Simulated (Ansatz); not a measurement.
# W: input and output

The input, for Ansatz 0.2.0 (plane waves, PAW):

```yaml
crystal:
  lattice:
    - [0.0, 0.0, 3.21432646]
    - [3.21432646, 0.0, 0.0]
    - [0.0, 3.21432646, 0.0]
  atoms:
    - { symbol: W, position: [0.0, 0.0, 0.0] }
    - { symbol: W, position: [0.5, 0.5, 0.5] }
  symmetry: { tolerance: 0.0003 }
kpoints:
  mp_grid: { grid: [10, 10, 10], shift: [0, 0, 0] }
  band_path:
    path:
      - [0.0, 0.0, 0.0]
      - [0.0, 0.0, 1.0]
      - [0.0, 0.5, 0.5]
      - [0.0, 0.0, 0.0]
      - [0.5, 0.5, 0.5]
      - [0.0, 0.0, 1.0]
      - [0.5, 0.5, 0.5]
      - [0.0, 0.5, 0.5]
    npoints: 8
magnetization:
  spin_polarized: false
scf:
  occupations: { method: gaussian, width: 0.2686 }
  lower_state_search: "off"
  max_iter: 200
hamiltonian:
  pseudopotentials: { kind: paw }
  xc: r2scan
basis:
  ecutwfc: 500
  fft_grid_basis: typed
output:
  forces: true
  stress: true
  eigenvalues: true
  bader: true
  populations: true
  elf: true
  write_potential: true
  volumetric_format: npy
  dos:
    e_range: [-12, 8]
    de: 0.05
    projected: { site_lists: { W: [W] } }
checkpoint:
  read: saved_state
```

The saved state is an earlier solution for the same cell, perhaps on another mesh. 

Parts of the output:

```
Pseudopotentials: kind: paw
Pseudopotential: W, paw, valence charge 14, recommended cutoff 500 eV (meta_gga), W.paw.azcp
Functional definition: r2SCAN
  exchange = r2scan_x(k0 = k0, k1 = k1, a1 = a1)
  correlation = r2scan_c
Crystal: 2 atoms, lattice volume = 33.210 Å³
Basis set: ecut = 500 eV, 847 PW (Γ), exchange–correlation on 96×96×96 points (64 copies of the dense FFT grid, shifted against one another)
Bands: 18, of which v1, the nominal top of the filled ones, is band 14 counted from 1 (13 counted from 0)
Symmetry: 96 space group operations
Space group: Im-3m (ITA 229), of the structure as read, at distance tolerance 9.6e-4 Å
k-points: 56 of 1000
Initial density: read from a saved state, or passed on in memory by an earlier SCF of this step, an earlier step, the calling program or the single point that the run made first
Functional: x = r2scan, c = r2scan; τ floored in thin density (d = 2e-4 eV/Å³)
Free energy (F): -20794.5590 eV
Harris-Foulkes:  -20794.5590 eV  (|F-HF|=1.09e-8)
Internal energy: -20794.5314 eV  (E = F + TS)
E sigma→0 (E₀):  -20794.5452 eV
Entropy (-TS):   -0.0276 eV (-13.791 meV/atom)
Fermi energy:    21.2953 eV
--- Stress (GPa, compression-positive) ---
      -12.5549       0.0000       0.0000
        0.0000     -12.5549       0.0000
        0.0000       0.0000     -12.5549
  P = ⅓ Tr σ = -12.5549 GPa (-125.549 kbar)
--- Bader charges: 2 sites ---
  site symbol  charge [e]  shift [e]
     0      W      0.0000     0.0000
     1      W      0.0000     0.0000
```

Absolute energies hang on the potentials; compare differences alone.

Origin: a database entry at a rescaled volume. Caveats: atoms or cell far from equilibrium; wide smearing.
